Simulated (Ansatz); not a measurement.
A plane-wave DFT run in Ansatz 0.2.0 (scalar-relativistic PAW potentials unless the input names others): input and command.

```yaml
crystal:
  lattice:
    - [4.2956003491, 0.0, 0.0]
    - [0.0, 4.375803724, 0.0]
    - [0.0, 0.0, 2.8585533174]
  atoms:
    - { symbol: Co, position: [0.7398806001, 0.6540104508, 0.0], spin: 0.55 }
    - { symbol: Co, position: [0.2398806001, 0.8459895492, 0.5], spin: 0.55 }
    - { symbol: Co, position: [0.2601193999, 0.3459895492, 0.0], spin: 0.55 }
    - { symbol: Co, position: [0.7601193999, 0.1540104508, 0.5], spin: 0.55 }
    - { symbol: C, position: [0.0, 0.0, 0.0] }
    - { symbol: C, position: [0.5, 0.5, 0.5] }
basis:
  ecutwfc: "250 eV"
  precision: f64
kpoints:
  mp_grid: { grid: [10, 10, 14] }
hamiltonian:
  xc: r2scan
scf:
  occupations: { method: gaussian, width: 0.1 }
  eigensolver: { kind: davidson }
output:
  forces: true
  eigenvalues: true
  stress: true
magnetization:
  spin_polarized: true
```

```bash
ansatz run input.yaml --threads 4 --pin off --max-ram 10240MiB --backend cpu --events-out ev --progress --plain --runs-dir out
```

Abridged log:
```
Warning: basis.ecutwfc = 250 eV is below the records' recommended 500 eV, and the density's cutoff is lower with it unless basis.ecutrho_ratio is high enough to keep the records' density cutoff: compare with a run at a higher cutoff
Basis set: ecut = 250 eV, 495 PW (Γ), exchange–correlation on 96×96×60 points (64 copies of the dense FFT grid, shifted against one another)
Bands: 47, of which v1, the nominal top of the filled ones, is band 38 counted from 1 (37 counted from 0)
Symmetry: 8 space group operations
k-points: 288 of 1400
SCF iter   1: F=—  HF=-21009.256126 eV  |F-HF|=—  |Δ(HF+E_count)|=         —  Δρ=1.08e-1 (↑8.90e-2 ↓1.08e-1) dr2=1.23e1  dr2_τ=5.82e-1  dr2_m=1.35e-1  M=2.112 μB ∫|m|=2.377 μB  β_m=1.00  ethr=1.20e-2  ⟨swp⟩=3.4  Hψ=136716  notcnv=0
Mixer restart at iter 1: flushing history
spin=Collinear: Kerker preconditioning applied to the charge; magnetization (m = ρ↑ − ρ↓) channel mixes plain (no charge-response kernel on spin).
SCF iter   2: F=—  HF=-21003.889403 eV  |F-HF|=—  |Δ(HF+E_count)|=    5.37e0  Δρ=3.82e-2 (↑3.82e-2 ↓3.09e-2) dr2=2.01e0  dr2_τ=1.03e-1  dr2_m=1.91e-2  M=2.167 μB ∫|m|=2.539 μB  β_m=1.00  ethr=2.04e-3  ⟨swp⟩=4.1  Hψ=86855  notcnv=0  κ⁻¹=1.0e0(r=1)
SCF iter   3: F=—  HF=-21006.357814 eV  |F-HF|=—  |Δ(HF+E_count)|=    2.47e0  Δρ=3.93e-2 (↑3.93e-2 ↓3.66e-2) dr2=2.25e0  dr2_τ=2.03e-2  dr2_m=2.13e-3  M=2.157 μB ∫|m|=2.569 μB  β_m=1.00  ethr=3.34e-4  ⟨swp⟩=2.8  Hψ=54633  notcnv=0  defer=7  κ⁻¹=1.2e-2(r=2)
SCF iter   4: F=—  HF=-21009.665322 eV  |F-HF|=—  |Δ(HF+E_count)|=    3.31e0  Δρ=2.86e-2 (↑2.86e-2 ↓2.77e-2) dr2=1.38e0  dr2_τ=7.20e-3  dr2_m=5.07e-4  M=2.107 μB ∫|m|=2.561 μB  β_m=1.00  ethr=3.34e-4  ⟨swp⟩=3.0  Hψ=64489  notcnv=0  defer=3  κ⁻¹=3.3e-3(r=3)
SCF iter   5: F=—  HF=-21011.529372 eV  |F-HF|=—  |Δ(HF+E_count)|=    1.86e0  Δρ=1.04e-2 (↑1.04e-2 ↓1.04e-2) dr2=1.46e-1  dr2_τ=4.05e-3  dr2_m=8.09e-5  M=2.018 μB ∫|m|=2.528 μB  β_m=1.00  ethr=2.30e-4  ⟨swp⟩=4.0  Hψ=80787  notcnv=0  κ⁻¹=2.9e-4(r=4)
SCF iter   6: F=—  HF=-21011.373951 eV  |F-HF|=—  |Δ(HF+E_count)|=         —  Δρ=1.49e-2 (↑1.49e-2 ↓5.88e-3) dr2=7.82e-2  dr2_τ=1.42e-3  dr2_m=1.57e-2  M=1.861 μB ∫|m|=2.356 μB  β_m=1.00  ethr=2.42e-5  ⟨swp⟩=4.0  Hψ=75331  notcnv=0
Mixer restart at iter 6: flushing history
SCF iter   7: F=—  HF=-21011.452340 eV  |F-HF|=—  |Δ(HF+E_count)|=   7.84e-2  Δρ=8.51e-3 (↑8.51e-3 ↓5.68e-3) dr2=4.41e-2  dr2_τ=1.80e-3  dr2_m=1.40e-3  M=1.828 μB ∫|m|=2.300 μB  β_m=1.00  ethr=1.30e-5  ⟨swp⟩=3.0  Hψ=58793  notcnv=0  κ⁻¹=1.0e0(r=1)
SCF iter   8: F=—  HF=-21011.525856 eV  |F-HF|=—  |Δ(HF+E_count)|=   7.35e-2  Δρ=3.44e-3 (↑2.25e-3 ↓3.44e-3) dr2=1.03e-2  dr2_τ=2.25e-4  dr2_m=2.70e-4  M=1.805 μB ∫|m|=2.249 μB  β_m=1.00  ethr=7.32e-6  ⟨swp⟩=3.3  Hψ=70706  notcnv=0  κ⁻¹=7.9e-2(r=2)
   ...
SCF iter  12: F=—  HF=-21011.539095 eV  |F-HF|=—  |Δ(HF+E_count)|=   1.73e-4  Δρ=2.57e-4 (↑2.19e-4 ↓2.57e-4) dr2=7.50e-5  dr2_τ=1.02e-6  dr2_m=6.50e-6  M=1.793 μB ∫|m|=2.231 μB  β_m=1.00  ethr=3.95e-8  ⟨swp⟩=4.0  Hψ=69375  notcnv=0  κ⁻¹=5.8e-5(r=6)
SCF iter  13: F=—  HF=-21011.539213 eV  |F-HF|=—  |Δ(HF+E_count)|=   1.18e-4  Δρ=1.04e-4 (↑1.04e-4 ↓8.87e-5) dr2=6.85e-6  dr2_τ=1.78e-7  dr2_m=2.69e-6  M=1.790 μB ∫|m|=2.227 μB  β_m=1.00  ethr=1.24e-8  ⟨swp⟩=3.8  Hψ=73615  notcnv=0  κ⁻¹=4.4e-5(r=7)
SCF iter  14: F=—  HF=-21011.539232 eV  |F-HF|=—  |Δ(HF+E_count)|=   1.93e-5  Δρ=6.00e-5 (↑4.18e-5 ↓6.00e-5) dr2=2.32e-6  dr2_τ=3.34e-8  dr2_m=5.27e-7  M=1.790 μB ∫|m|=2.229 μB  β_m=1.00  ethr=1.14e-9  ⟨swp⟩=4.0  Hψ=76248  notcnv=0  κ⁻¹=2.2e-5(r=8)
SCF iter  15: F=—  HF=-21011.539246 eV  |F-HF|=—  |Δ(HF+E_count)|=   1.36e-5  Δρ=3.16e-5 (↑3.16e-5 ↓2.57e-5) dr2=9.82e-7  dr2_τ=1.52e-8  dr2_m=3.66e-8  M=1.789 μB ∫|m|=2.229 μB  β_m=1.00  ethr=3.84e-10  ⟨swp⟩=3.5  Hψ=67652  notcnv=0  κ⁻¹=4.0e-6(r=8)
SCF iter  16: F=—  HF=-21011.539253 eV  |F-HF|=—  |Δ(HF+E_count)|=   7.26e-6  Δρ=1.76e-5 (↑1.57e-5 ↓1.76e-5) dr2=2.23e-7  dr2_τ=4.72e-9  dr2_m=2.46e-8  M=1.789 μB ∫|m|=2.228 μB  β_m=1.00  ethr=1.63e-10  ⟨swp⟩=4.0  Hψ=77131  notcnv=0  κ⁻¹=1.3e-5(r=8)
SCF iter  17: F=—  HF=-21011.539254 eV  |F-HF|=—  |Δ(HF+E_count)|=   3.33e-7  Δρ=1.21e-5 (↑9.73e-6 ↓1.21e-5) dr2=8.85e-8  dr2_τ=2.58e-9  dr2_m=1.19e-8  M=1.789 μB ∫|m|=2.228 μB  β_m=1.00  ethr=3.69e-11  ⟨swp⟩=4.0  Hψ=69453  notcnv=0  κ⁻¹=2.1e-5(r=8)
SCF iter  18: F=—  HF=-21011.539254 eV  |F-HF|=—  |Δ(HF+E_count)|=   8.73e-8  Δρ=4.29e-6 (↑4.29e-6 ↓3.34e-6) dr2=1.14e-8  dr2_τ=2.30e-10  dr2_m=1.94e-9  M=1.789 μB ∫|m|=2.229 μB  β_m=1.00  ethr=1.47e-11  ⟨swp⟩=4.0  Hψ=78203  notcnv=0  κ⁻¹=2.9e-6(r=8)
SCF iter  19: F=-21011.539254 eV  HF=-21011.539254 eV  |F-HF|=5.30e-9  |Δ(HF+E_count)|=   6.46e-8  Δρ=6.71e-6 (↑2.88e-6 ↓6.71e-6) dr2=2.80e-8  dr2_τ=4.01e-10  dr2_m=5.12e-9  M=1.789 μB ∫|m|=2.228 μB  ethr=2.39e-12 (applied; sched 1.89e-12)  ⟨swp⟩=3.8  Hψ=72823  notcnv=0
SCF 1 converged in 19 iterations: F = -21011.539254 eV  dr2 = 2.80e-8
the search or the solves at the SCF's close seem to have found levels that the self-consistency loop had missed (the run counts 1). By its estimate they hold under 1e-12 electrons; where the run keeps them, the occupations were computed again with them
WARN: an SCF from antiferromagnetic starting moments (0.55, -0.55, -0.55, 0.55, 0.00, 0.00 Bohr magnetons, atom by atom) was not made, by what the run has read of turns of its moments that order reads lower: the deck asks for what bars it, or types moments that do (magnetization.spin_polarized, in the input reference, names some of the keys), or the run goes by scf.lower_state_search: light, the default, which as a rule tries one only behind a close that has lost an order of both signs, or on which an open d or half-filled 4f shell of a PAW file has lost a moment that was set nearer to Hund's  ...
this state was not tested for a lower state beside it, because the mixer in use, unlike msr1, does not test its closes by its own steps (another_mixer; see scf.mixing.algorithm and scf.lower_state_search)
SCF converged after 19 iterations
Magnetization: 1.7891 μB (38.8945 up, 37.1055 down)
Absolute magnetization: 2.2267 μB (∫|ρ↑−ρ↓|, with the PAW one-centre terms)
Spin contamination: 0.0439 ħ² per cell (⟨S²⟩ above its minimum at these occupations)
Per-site moments (μB) at R_I (Å): [(0.47560956, 0.77618602), (0.47560956, 0.77618602), (0.47560956, 0.77618602), (0.47560956, 0.77618602), (-0.04489574, 0.77618602), (-0.04489574, 0.77618602)]
Free energy (F): -21011.539254 eV
Harris-Foulkes:  -21011.539254 eV  (|F-HF|=5.30e-9)
Internal energy: -21011.516639 eV  (E = F + TS)
E sigma→0 (E₀):  -21011.527946 eV
Entropy (-TS):   -0.022615 eV (-3.769 meV/atom)
Fermi energy:    17.451394 eV
--- Forces (eV/Å), atoms counted from 1 ---
  atom   1  Co    -0.29994637    -0.05731688     0.00000000
  atom   2  Co    -0.29994637     0.05731688     0.00000000
  atom   3  Co     0.29994637     0.05731688     0.00000000
  atom   4  Co     0.29994637    -0.05731688     0.00000000
  atom   5  C      0.00000000     0.00000000     0.00000000
  atom   6  C      0.00000000     0.00000000     0.00000000
--- Stress (GPa, compression-positive) ---
        5.092666       0.000000       0.000000
        0.000000      11.254892       0.000000
        0.000000       0.000000       4.244361
  P = ⅓ Tr σ = 6.8640 GPa (68.640 kbar)
```

Apart from outputs, empty bands and the relaxation, which only the reference makes, the input differs from a reference run on usual settings in scf.eigensolver.kind: not typed → "davidson"; basis.precision: not typed → "f64"; basis.ecutwfc: 500 → "250 eV". The reference, at the same geometry, ended its own course with pressure 0.00 GPa, largest force 0.001 eV/Å, no gap on the mesh. This run converged in 19 SCF iterations with an energy at zero smearing 2.7 eV/atom above the reference's, pressure 6.86 GPa, largest force 0.305 eV/Å, no gap on the mesh. Its cutoff is looser than usual, and the result moved.

Time: 62 s on 4 threads of Intel(R) Xeon(R) Platinum 8375C CPU @ 2.90GHz (Ice Lake) (shared host), peak memory 0.87 GiB.